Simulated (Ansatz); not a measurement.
# What DFT gives for NbCr$_{2}$

```
CELL_PARAMETERS angstrom
0.00750 3.31630 3.19950
3.39436 -0.13946 3.34647
3.37314 3.44204 -0.11824
ATOMIC_POSITIONS crystal
Nb 0.98309 0.01812 0.98545
Nb 0.23277 0.23998 0.26223
Cr 0.63263 0.62818 0.60606
Cr 0.12856 0.63082 0.61343
Cr 0.64150 0.61263 0.12540
Cr 0.58810 0.17044 0.62174
```

Single point in Ansatz 0.2.0 with r2SCAN, no spin polarisation. Cutoff 500 eV, PAW datasets, 5×5×5 (shifted by 0.5, 0, 0.5 steps) k mesh, fermi-dirac filling (width 0.0809 eV).

Q: Is there a gap?

A: It is a metal, with about 5.5 states/eV a cell as the mean within 0.25 eV of the Fermi level, mostly Cr d (68 %) and Nb d (25 %).

Q: Is the cell too large or too small?

A: The pressure is 20.2 GPa (compression positive), so with the atoms held at these fractions the cell would first expand; the forces are large, so a full relaxation may end otherwise. The principal stresses 12.3, 20.5, 27.9 GPa differ, so its shape would change too.

Q: Describe some of the short contacts.

A: Cr–Cr at 2.23 Å: least valence density 0.57 e/Å³ and ELF 0.23 there. Nb–Cr at 2.68 Å: least valence density 0.33 e/Å³ and ELF 0.26 there. Nb–Nb at 2.85 Å: least valence density 0.26 e/Å³ and ELF 0.17 there. These are pseudo-fields; inside the PAW spheres they differ from the all-electron ones.

Q: What is the formation energy?

A: 0.32 eV an atom against the elements' usual phases (free molecules for gases, crystals otherwise, with no correction for O₂ or N₂), so at this geometry it isn't bound against them. Relaxing would lower it.

Q: Which atom feels the largest force, and which way?

A: The largest is on Cr6: 3.62 eV/Å, components (-2.41, 2.15, -1.63). It makes 155° with the line to a nearest neighbour, Cr4 at 2.23 Å, pointing away from it.

Origin: a strained cell with displaced atoms, so it need not be a known compound. Caveats: no spin polarisation, so a magnetic state may lie lower; the k mesh is coarse if the cell is a metal; atoms or cell far from equilibrium.
